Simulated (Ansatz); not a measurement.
PbS (I4/mmm) from a database of computed structures, relaxed with r2SCAN+rVV10. Pb has 6 S at 2.97–2.98 Å; S has 6 Pb at 2.97–2.98 Å. The runs used a cell of 8 atoms, 4 times the primitive one, so meshes, points and the kind of gap refer to a folded zone.

Space group I4/mmm (No. 139). a = 4.198 Å, b = 4.198 Å, c = 5.955 Å, α = 90.00°, β = 90.00°, γ = 90.00°

| atom | site | symmetry | x | y | z |
| --- | --- | --- | --- | --- | --- |
| Pb | 2a | 4/mmm | 0.5000 | 0.5000 | 0.5000 |
| S | 2b | 4/mmm | 0.0000 | 0.0000 | 0.5000 |

3 runs of the PAW code Ansatz on this cell differ in the functional (and in the settings that go with it). Levels are in eV from each run's valence top; v1 is the last filled band, c1 the first empty one.

Run A, mean stress +0.9 GPa (compression positive):
```tsv
point	v2	v1	c1	c2
X	-1.37	-1.37	3.27	3.27
S	-2.49	-2.49	4.07	4.07
Γ	-0.86	-0.86	1.93	1.93
U	-1.20	-1.20	2.10	2.10
```

Run B, mean stress +1.0 GPa (compression positive):
```tsv
point	v2	v1	c1	c2
X	-1.27	-1.27	2.96	2.96
S	-2.31	-2.31	3.72	3.72
Γ	-0.81	-0.80	1.69	1.69
U	-1.12	-1.12	1.85	1.85
```

Run C, mean stress +0.9 GPa (compression positive):
```tsv
point	v2	v1	c1	c2
X	-1.39	-1.39	3.90	3.90
S	-2.54	-2.54	4.73	4.73
Γ	-0.88	-0.88	2.55	2.55
U	-1.22	-1.22	2.72	2.72
```

**Question.** Match the runs to r2SCAN, HSE06, PBE0.

**Answer.** A is HSE06, B is r2SCAN, C is PBE0. In order of the gap: r2SCAN 0.63, HSE06 0.82, PBE0 1.43 eV.

No spin polarisation and no zero-point or thermal motion.

Spin-orbit coupling is left out; in compounds of Pb, Bi, Tl or Hg it can lower a gap by up to about 1 eV, split its edges or invert the bands.

The stress of a hybrid is loosely converged in these runs.

The meshes of the hybrids are coarse, so their gaps aren't converged to the digits shown.
